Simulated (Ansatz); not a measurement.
Li2WS4:
```xyz
7
Lattice="-2.9586 2.9586 4.4377 2.9586 -2.9586 4.4377 2.9586 2.9586 -4.4377" Properties=species:S:1:pos:R:3 pbc="T T T"
Li     0.0000     2.9586     0.0000
Li     2.9586     0.0000     0.0000
W      0.0000     0.0000     0.0000
S     -1.6800     1.6800     3.2085
S      1.6800     1.6800     5.6668
S      1.6800    -1.6800     3.2085
S      1.2785     1.2785     1.2292
```

Tensor components refer to the Cartesian frame of this cell.

Task: Give the high-frequency dielectric tensor and the Born effective charge tensors of the independent atoms from DFPT, the program Ansatz at the LDA level (PAW).

Result: 
ε∞:
```
4.98  0.00  0.00
0.00  4.98  0.00
0.00  0.00  5.36
```
Z* of atom 1 (Li), rows: field, columns: displacement, in e:
```
0.38  0.00  0.00
0.00  1.69  0.00
0.00  0.00  0.48
```
Z* of atom 3 (W), rows: field, columns: displacement, in e:
```
2.59  0.00  0.00
0.00  2.59  0.00
0.00  0.00  2.59
```
Z* of atom 4 (S), rows: field, columns: displacement, in e:
```
-1.16   0.49   0.58
 0.49  -1.16  -0.58
 0.73  -0.73  -0.89
```

Static charges for comparison (Bader): Li1 +0.86, W3 +1.55, S4 -0.82 e. Born charges measure polarisation by displacement and can exceed these by far.

Space group I-42m. The first step of the workflow began from a Materials Project structure, measured or hypothetical; the Crystallography Open Database copy checked does not list it. Whether it is the stable phase at ambient conditions was not checked. Symmetry was held in the LDA relaxation; whether a distortion lowers the energy is not shown. No spin polarisation was allowed. A crystal of weakly bound layers computed without a dispersion correction: the cell and the soft elastic constants depend strongly on that. Spin–orbit coupling is left out wherever it is not named.

Potentials: the later of the program's two PAW sets.
